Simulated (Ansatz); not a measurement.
A geometry of Au away from equilibrium: the start of the relaxation of a relaxed Au cell displaced along its unstable phonon at q = Γ (41i cm⁻¹), largest move 0.15 Å. Computed with r2SCAN (plane waves to 500 eV, PAW, scalar-relativistic; Ansatz, a first-principles code). Γ-centred k-mesh 8×8×12 on the run's cell (coarser than for final values), Fermi–Dirac smearing 0.05 eV.

```xyz
3
Lattice="4.7118 0.0000 0.0000 -2.3559 4.0806 0.0000 0.0000 0.0000 2.7948" Properties=species:S:1:pos:R:3 pbc="T T T"
Au     0.0000     0.0000     0.0000
Au     0.0000     2.7204     1.5474
Au     2.3559     1.3602     1.2474
```

Which atoms carry the largest force, and which way does it point?

0.14 eV/Å, on Au2, Au3 (atoms numbered as listed); on Au2 its components are (0.00, 0.00, 0.14).

What is the pressure?

-0.6 GPa, compression positive.

No spin polarisation in the result.

The run could not lose the symmetry of its start: the end is stationary, and may be a saddle point rather than a minimum.

The end of the path is a generated cell of Au: the first start was made by placing the elements on the sites of a structure type, and the end was not matched to a known phase here, so it may be hypothetical. Known forms of Au include space group No. 225.
